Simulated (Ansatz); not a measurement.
Relaxed-ion elastic tensor of MgO in space group P6_3/mmc (No. 194; Mg on 2c, O on 2d) in GPa (Voigt order), r²SCAN in the plane-wave PAW code Ansatz; density 3.03 g/cm³, 11.03 Å³ per atom.

```
 194   130  78.8   0.0   0.0   0.0
 130   194  78.8   0.0   0.0   0.0
78.8  78.8   273   0.0   0.0   0.0
 0.0   0.0   0.0   121   0.0   0.0
 0.0   0.0   0.0   0.0   121   0.0
 0.0   0.0   0.0   0.0   0.0  31.9
```

Task: Is the crystal mechanically stable?

Result: Yes: the smallest eigenvalue of C is 31.9 GPa.

Task: Work out the Voigt, Reuss and Hill averages.

Result: K_V = 137, K_R = 137, K_H = 137; G_V = 79.8, G_R = 55.6, G_H = 67.7 GPa.

Task: Give Young's modulus, Poisson's ratio, Pugh's ratio and the universal anisotropy index.

Result: E = 9KG/(3K + G) = 174 GPa; ν = 0.29; K/G = 2.03 (ductile by the Pugh limit of 1.75); A_U = 5G_V/G_R + K_V/K_R − 6 = 2.18.

Task: Estimate the sound speeds and the Debye temperature.

Result: v_l = √((K + 4G/3)/ρ) = 8650 m/s, v_t = √(G/ρ) = 4720 m/s, mean 5270 m/s; Θ = (h/k)(3n/4πV)^(1/3) v_m = 704 K.

Task: Solve the Christoffel equation for the three sound speeds along x, y, z.

Result: Eigenvalues of C_ijkl n_j n_l equal ρv². In km/s, slowest first: x 3.24, 6.32, 7.99; y 3.24, 6.32, 7.99; z 6.32, 6.32, 9.48.

Task: How much does each axis shrink under pressure?

Result: Linear compressibilities β_i = Σ_j S_ij (j = 1 to 3): x 2.6, y 2.6, z 2.2 per TPa.

The workflow started from a Materials Project entry (that database holds measured and hypothetical structures alike); the Crystallography Open Database copy checked does not list it. It is not the phase usual at ambient conditions (space group No. 225). The cell was relaxed with r²SCAN under the symmetry of its start; its stability against distortions is not shown here.

Potentials: the earlier of the program's two PAW sets. The files were generated under PBE; for other functionals the program regenerates the frozen cores, and for LDA and PBEsol the local potential too.
